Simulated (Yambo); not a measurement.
# Bethe-Salpeter results for CsHgF₃

```
CsHgF3
1.0
    4.59545     0.00000     0.00000
    0.00000     4.59545     0.00000
    0.00000     0.00000     4.59545
F Cs Hg
3 1 1
Cartesian
  0.00000   2.29772   2.29772
  2.29772   0.00000   2.29772
  2.29772   2.29772   0.00000
  0.00000   0.00000   0.00000
  2.29772   2.29772   2.29772
```

The geometry is that of Materials Project entry mp-561947, symmetrised and not relaxed again.

BSE in Yambo on PBEsol (pw.x of Quantum ESPRESSO, ONCV potentials, with spin-orbit coupling) bands: 4×4×4 mesh, 32 valence and 6 conduction bands, static screening with 120 bands and a 3 Ry block, scissor 2.27 eV, Tamm-Dancoff; field along x.

```tsv
state	energy (eV)	states within 2 meV	relative strength	class	main transitions
1	3.93	3	< 0.01	dark	several band pairs
2	3.97	3	< 0.01	dark	several band pairs
3	4.13	5	< 0.01	dark	several band pairs
4	4.14	3	1.00	strong	several band pairs
5	4.29	1	< 0.01	dark	several band pairs
6	4.30	3	0.73	strong	several band pairs
```

These are vertical excitations (zero momentum); the indirect quasiparticle gap, about 2.19 eV, is smaller than the direct one (4.79 eV on the GW mesh). The direct quasiparticle gap on this mesh is 4.79 eV; counted from there, state 1 is bound by 0.86 eV. Convergence with the mesh was not shown.

Strengths are relative to the strongest of the lowest states of this run; strong means a line over 3 % of the spectrum's maximum, dark under 0.03 %. Absolute energies carry the error of the G0W0 scissor, whose convergence isn't established.

The cell is held in this high symmetry; tilts and polar distortions were not searched.
